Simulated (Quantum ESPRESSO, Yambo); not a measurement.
Quasiparticle gap of La2O3

La₂O₃ has the trigonal space group P-3m1 (No. 164), Pearson symbol hP5. Cell: a = b = 3.931 Å, c = 6.112 Å, α = β = 90.00°, γ = 120.00°. O1 on 2d is surrounded by 4 La at 2.363–2.443 Å (tetrahedral). O2 on 1a has 6 La at 2.723 Å (octahedral). La on 2d is surrounded by 4 O at 2.363–2.443 Å and 3 O at 2.723 Å. (Neighbours: up to the widest gap in distance over summed covalent radii, below 1.35, at either atom; cation-cation contacts left out.)

The geometry is that of Materials Project entry mp-1968, symmetrised and not relaxed again.

Starting point: norm-conserving PBEsol (Quantum ESPRESSO, 110 Ry, with spin-orbit coupling). G0W0 in Yambo: 3×3×2 Γ-centred k mesh, 312 bands and a 8 Ry block in the screening, 312 bands in G with the Bruneval-Gonze terminator, plasmon pole fitted at 27.2 eV.

| Quantity | Value |
|---|---|
| PBEsol gap along the band path | 3.76 eV |
| PBEsol gap between the mesh's edge points ((0, 0.333, -0.5) → K) | 3.85 eV |
| G0W0 gap between the same points | 5.25 eV |
| PBEsol smallest direct gap on the mesh (at K) | 3.86 eV |
| G0W0 direct gap at that point | 5.29 eV |
| estimate of the fundamental G0W0 gap (path gap plus the correction; the mesh misses a band edge) | 5.17 eV |

```json
[
 {"k point": "Γ", "band": "VB", "E PBEsol (eV)": "-0.05", "E QP (eV)": "-0.52", "shift (eV)": "-0.47", "Z": "0.78"},
 {"k point": "Γ", "band": "CB", "E PBEsol (eV)": "4.27", "E QP (eV)": "5.99", "shift (eV)": "1.72", "Z": "0.82"},
 {"k point": "A", "band": "VB", "E PBEsol (eV)": "-0.17", "E QP (eV)": "-0.67", "shift (eV)": "-0.51", "Z": "0.78"},
 {"k point": "A", "band": "CB", "E PBEsol (eV)": "4.69", "E QP (eV)": "7.48", "shift (eV)": "2.78", "Z": "0.80"},
 {"k point": "(0, 0.333, -0.5)", "band": "VB", "E PBEsol (eV)": "0.00", "E QP (eV)": "-0.52", "shift (eV)": "-0.52", "Z": "0.78"},
 {"k point": "(0, 0.333, -0.5)", "band": "CB", "E PBEsol (eV)": "4.42", "E QP (eV)": "6.42", "shift (eV)": "2.00", "Z": "0.81"},
 {"k point": "K", "band": "VB−2", "E PBEsol (eV)": "-0.73", "E QP (eV)": "-1.39", "shift (eV)": "-0.66", "Z": "0.77"},
 {"k point": "K", "band": "VB−1", "E PBEsol (eV)": "-0.02", "E QP (eV)": "-0.55", "shift (eV)": "-0.53", "Z": "0.78"},
 {"k point": "K", "band": "VB", "E PBEsol (eV)": "-0.02", "E QP (eV)": "-0.55", "shift (eV)": "-0.53", "Z": "0.78"},
 {"k point": "K", "band": "CB", "E PBEsol (eV)": "3.85", "E QP (eV)": "4.74", "shift (eV)": "0.89", "Z": "0.83"},
 {"k point": "K", "band": "CB+1", "E PBEsol (eV)": "3.85", "E QP (eV)": "4.74", "shift (eV)": "0.89", "Z": "0.83"},
 {"k point": "H", "band": "VB", "E PBEsol (eV)": "-0.10", "E QP (eV)": "-0.62", "shift (eV)": "-0.52", "Z": "0.78"},
 {"k point": "H", "band": "CB", "E PBEsol (eV)": "4.24", "E QP (eV)": "5.73", "shift (eV)": "1.48", "Z": "0.82"}
]
```

Energies count from the PBEsol valence-band maximum.

Convergence of the G0W0 settings was not tested. The k mesh is coarse.

The 4f states are in the valence at their DFT position.
